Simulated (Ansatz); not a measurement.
## GdTiGeH: relaxation (Ansatz)

Run with:

```bash
ansatz run input.yaml --threads 2 --pin off --max-ram 4096MiB --backend cpu --events-out ev --progress --plain --runs-dir out
```

input.yaml:

```yaml
crystal:
  lattice:
    - [4.11260342, 0.0, 0.0]
    - [0.0, 4.11260342, 0.0]
    - [0.0, 0.0, 7.87400682]
  atoms:
    - { symbol: Gd, position: [0.25, 0.25, 0.6709] }
    - { symbol: Gd, position: [0.75, 0.75, 0.3291] }
    - { symbol: H, position: [0.25, 0.75, 0.5] }
    - { symbol: H, position: [0.75, 0.25, 0.5] }
    - { symbol: Ge, position: [0.25, 0.25, 0.1643] }
    - { symbol: Ge, position: [0.75, 0.75, 0.8357] }
    - { symbol: Ti, position: [0.75, 0.25, 0.0] }
    - { symbol: Ti, position: [0.25, 0.75, 0.0] }
kpoints:
  mp_grid: { grid: [6, 6, 3], shift: [0, 0, 0] }
magnetization:
  spin_polarized: true
scf:
  occupations: { method: fermi_dirac }
  lower_state_search: "off"
hamiltonian:
  pseudopotentials: { kind: paw }
  xc: pbe
basis:
  ecutwfc: 420
  fft_grid_basis: typed
relax:
  max_steps: 80
  cell: { p_target: 0.0 }
  f_tol: 0.03
output:
  forces: true
  stress: true
  eigenvalues: true
  bader: true
  populations: true
  elf: true
  write_potential: true
  volumetric_format: npy
  dos:
    e_range: [-12, 8]
    de: 0.05
    projected: { site_lists: { Gd: [Gd], Ge: [Ge], H: [H], Ti: [Ti] } }
  write_density: true
checkpoint:
  read: saved_state
```

Origin of the cell: a known structure type with other elements, at an estimated volume, so it need not be a known compound.

The smearing width isn't typed, so it takes its default of 0.1 eV.

The saved state is a converged single point of the same cell, with its larger moments on Gd1 up, Gd2 up.

Excerpt of the output:

```
Gd: projections on atomic orbitals take those of the free atom [Kr 4d10] 4f7 5s2 5p6 5d1 6s2, of charge +0.00 (hamiltonian.pseudopotentials.projection_atoms); the dataset's partial waves leav […]
Pseudopotentials: kind: paw
Pseudopotential: Gd, paw, valence charge 18, recommended cutoff 420 eV (normal), Gd.paw.azcp
Pseudopotential: H, paw, valence charge 1, recommended cutoff 420 eV (normal), H.paw.azcp
Pseudopotential: Ge, paw, valence charge 14, recommended cutoff 420 eV (normal), Ge.paw.azcp
Pseudopotential: Ti, paw, valence charge 12, recommended cutoff 420 eV (normal), Ti.paw.azcp
Functional definition: PBE
  exchange = pbe_x(kappa = kappa, mu = beta*pi^2/3)
  correlation = pbe_c(beta = beta)
Crystal: 8 atoms, lattice volume = 133.177 Å³
Basis set: ecut = 420 eV, 2595 PW (Γ), exchange–correlation on 60×60×108 points (8 copies of the dense FFT grid, shifted against one another)
[… 13 lines left out …]
Initial density: read from a saved state, or passed on in memory by an earlier SCF of this step, an earlier step, the calling program or the single point that the run made first
Functional: x = pbe(κ = 0.804, μ = 0.219515), c = pbe(β = 0.066725)
SCF iter   1: F=—  HF=-32289.636989 eV  Δρ=1.27e-3  dr2=1.12e-3  dr2_m=7.30e-4  M=14.117 μB ∫|m|=14.332 μB
SCF iter   2: F=—  HF=-32289.642794 eV  Δρ=9.15e-4  dr2=3.08e-4  dr2_m=3.84e-4  M=14.112 μB ∫|m|=14.328 μB
SCF iter   3: F=—  HF=-32289.648191 eV  Δρ=6.82e-4  dr2=1.11e-3  dr2_m=1.97e-4  M=14.083 μB ∫|m|=14.301 μB  recentre
SCF iter   4: F=—  HF=-32289.647200 eV  Δρ=5.13e-4  dr2=1.22e-4  dr2_m=1.38e-4  M=14.098 μB ∫|m|=14.315 μB
SCF iter   5: F=—  HF=-32289.648896 eV  Δρ=1.62e-4  dr2=1.72e-5  dr2_m=2.28e-5  M=14.070 μB ∫|m|=14.291 μB
SCF iter   6: F=—  HF=-32289.648972 eV  Δρ=5.57e-5  dr2=2.99e-6  dr2_m=1.99e-6  M=14.050 μB ∫|m|=14.278 μB
SCF iter   7: F=—  HF=-32289.648978 eV  Δρ=5.91e-5  dr2=7.11e-6  dr2_m=1.05e-6  M=14.047 μB ∫|m|=14.278 μB
SCF iter   8: F=—  HF=-32289.648979 eV  Δρ=1.69e-5  dr2=1.48e-6  dr2_m=4.58e-8  M=14.044 μB ∫|m|=14.277 μB
SCF iter   9: F=-32289.648979 eV  HF=-32289.648979 eV  Δρ=3.19e-6  dr2=4.32e-8  dr2_m=8.53e-9  M=14.044 μB ∫|m|=14.277 μB
relax step   1: F+E_penalty+E_count = -32289.648979 eV  Δ(F+E_penalty+E_count) = +0.000e0 eV  max|allowed force component| = 3.307e0 eV/Å  Δτ_max = 0.0000 Å  P = +9.227 GPa  Ω = 133.177 Å³  ( […]
relax step   2: F+E_penalty+E_count = -32290.884353 eV  Δ(F+E_penalty+E_count) = -1.235e0 eV  max|allowed force component| = 1.666e0 eV/Å  Δτ_max = 0.1928 Å  P = +0.364 GPa  Ω = 137.636 Å³  e […]
relax step   3: F+E_penalty+E_count = -32291.288789 eV  Δ(F+E_penalty+E_count) = -4.044e-1 eV  max|allowed force component| = 1.936e-1 eV/Å  Δτ_max = 0.1981 Å  P = +0.130 GPa  Ω = 132.312 Å³ […]
relax step   4: F+E_penalty+E_count = -32291.301464 eV  Δ(F+E_penalty+E_count) = -1.268e-2 eV  max|allowed force component| = 1.172e-1 eV/Å  Δτ_max = 0.0249 Å  P = -0.138 GPa  Ω = 132.184 Å³ […]
relax step   5: F+E_penalty+E_count = -32291.306096 eV  Δ(F+E_penalty+E_count) = -4.632e-3 eV  max|allowed force component| = 3.842e-3 eV/Å  Δτ_max = 0.0110 Å  P = +0.023 GPa  Ω = 131.984 Å³ […]
relax step   6: F+E_penalty+E_count = -32291.306068 eV  Δ(F+E_penalty+E_count) = +2.833e-5 eV  max|allowed force component| = 3.960e-3 eV/Å  Δτ_max = 0.0000 Å  P = +0.026 GPa  Ω = 131.984 Å³  stress off target by 2.85e-2 GPa […]
SCF 6 converged in 9 iterations: F = -32291.306068 eV  dr2 = 2.81e-11
basis re-selected at this cell: Δ(F+E_penalty+E_count) = +2.833e-5 eV, ΔP = +0.003 GPa vs the last step (what re-selecting the basis moved, of the pressure what is left beyond the Pulay corre […]
SCF converged after 9 iterations
Magnetization: 13.9769 μB (51.9885 up, 38.0115 down)
Absolute magnetization: 14.2992 μB (∫|ρ↑−ρ↓|, with the PAW one-centre terms)
Spin contamination: 0.3329 ħ² per cell (⟨S²⟩ above its minimum at these occupations)
Per-site moments (μB) at R_I (Å): [(6.799962, 0.960098), (6.799962, 0.960098), (-0.010179, 0.960098), (-0.010179, 0.960098), (-0.024090, 1.096280), (-0.024090, 1.096280), (-0.021510, 1.096280), (-0.021510, 1.096280)]
Free energy (F): -32291.306068 eV
Harris-Foulkes:  -32291.306068 eV  (|F-HF|=1.09e-11)
Internal energy: -32291.099816 eV  (E = F + TS)
E sigma→0 (E₀):  -32291.202942 eV
Entropy (-TS):   -0.206252 eV (-25.782 meV/atom)
Fermi energy:    12.698926 eV
--- Per-component energies (eV) ---
  E_band       = -507.831949
  E_kinetic    = 1604.659859
  E_local      = -10065.840632  (includes V_loc(G=0)·N_el)
  E_nonlocal   = 1433.586002
  E_hartree    = 4302.017437
  E_xc         = -834.661568
  E_vxc        = -907.736703  (∫ρ·V_xc dr)
  E_paw        = -19034.624216  (= ΣΔE_a)
  E_vpaw       = -1176.533991  (= ΣTr[D̂ρ^β])
  E_aug_tail   = -0.001238  (compensation charges beyond the density's cutoff)
  E_ewald      = -9696.235461
  E_smearing   = -0.206252  (= −TS)
  Σ components = -32291.306068   (vs F -32291.306068, Δ=0.00e0)
--- Forces (eV/Å), atoms counted from 1 ---
  atom   1  Gd    -0.000000     0.000000    -0.003960
  atom   2  Gd     0.000000     0.000000     0.003960
  atom   3  H     -0.000000     0.000000     0.000000
  atom   4  H      0.000000     0.000000     0.000000
  atom   5  Ge     0.000000     0.000000    -0.003798
  atom   6  Ge    -0.000000     0.000000     0.003798
  atom   7  Ti     0.000000     0.000000    -0.000000
  atom   8  Ti    -0.000000     0.000000     0.000000
  max |Σ_I F_I| component: 4.34e-19 eV/Å
--- Stress (GPa, compression-positive) ---
        0.028465      -0.000000      -0.000000
       -0.000000       0.028465      -0.000000
       -0.000000      -0.000000       0.020649
  P = ⅓ Tr σ = 0.0259 GPa (0.259 kbar)
--- Relaxed structure (5 steps of the walk, 5 accepted, 1 SCFs on fresh bases) ---
  F+E_penalty+E_count = -32291.306068 eV   max|allowed force component| = 3.960e-3 eV/Å   (the final SCF, on the basis selected at the relaxed cell)
  cell:  # Å, volume = 131.9845 Å³
    - [4.025228, 0.0, 0.0]
    - [0.0, 4.025228, 0.0]
    - [0.0, 0.0, 8.145951]
  atoms:
    - { symbol: Gd, position: [0.25, 0.25, 0.643514] }
    - { symbol: Gd, position: [0.75, 0.75, 0.356486] }
    - { symbol: H, position: [0.25, 0.75, 0.500000] }
    - { symbol: H, position: [0.75, 0.25, 0.500000] }
    - { symbol: Ge, position: [0.25, 0.25, 0.213069] }
    - { symbol: Ge, position: [0.75, 0.75, 0.786931] }
    - { symbol: Ti, position: [0.75, 0.25, 0.0] }
    - { symbol: Ti, position: [0.25, 0.75, 0.0] }
--- Löwdin populations: 8 sites ---
  site symbol       q [e]    m [muB]
     0     Gd     17.6821     7.0841
     1     Gd     17.6821     7.0841
     2      H      1.1622    -0.0245
     3      H      1.1622    -0.0245
     4     Ge     14.5857    -0.0459
     5     Ge     14.5857    -0.0459
     6     Ti     11.4378    -0.0229
     7     Ti     11.4378    -0.0229
  spilling = 0.002939 (of n_electrons = 90.000000)
--- Bader charges: 8 sites ---
  site symbol  charge [e]  shift [e]    m [muB]
     0     Gd      1.4980     0.0000     7.0146
     1     Gd      1.4980     0.0000     7.0146
     2      H     -0.6475     0.0000     0.0001
     3      H     -0.6475     0.0000     0.0001
     4     Ge     -1.7134     0.0035    -0.0062
     5     Ge     -1.7134     0.0035    -0.0062
     6     Ti      0.8629     0.0035    -0.0200
     7     Ti      0.8629     0.0035    -0.0200
  estimated error of the sums over rays = 7.3e-4 e
```

The starting structure.

Space group P4/nmm (No. 129); the run's cell has a = 4.113 Å, b = 4.113 Å, c = 7.874 Å, α = 90.00°, β = 90.00°, γ = 90.00°. Shortest distances: Ge–Ti 2.43 Å, Gd–H 2.46 Å, H–H 2.91 Å, Ti–Ti 2.91 Å, Gd–Ge 3.18 Å, Gd–Ti 3.31 Å.

After:

Space group P4/nmm (No. 129); the run's cell has a = 4.025 Å, b = 4.025 Å, c = 8.146 Å, α = 90.00°, β = 90.00°, γ = 90.00°. Shortest distances: Gd–H 2.33 Å, Ge–Ti 2.66 Å, H–H 2.85 Å, Ti–Ti 2.85 Å, Gd–Ge 3.08 Å, Ge–H 3.08 Å.

- Free energy lowered by: 207.1 meV/atom
- Volume change: -0.90 %
- Final pressure: 0.03 GPa
- Relaxation steps listed: 6
- Site moments at the end (small spheres, which read low): Gd1 +6.8, Gd2 +6.8 μB
- Total moment: 13.98 μB

Caveats: f shells without a U or exact exchange are poorly placed; no spin-orbit coupling, though heavy elements are present; the electronic state may be unstable; the magnetic state was chosen at the start cell and may not be the lowest after relaxing; the relaxation held the start's symmetry, so the end may be a saddle point; the program can leave such a cell on a higher state.

Time: 3.4 min on 2 threads of Intel(R) Xeon(R) Platinum 8259CL CPU @ 2.50GHz (Skylake/Cascade Lake), with other jobs on the host, peak memory 0.74 GiB, from a saved density.
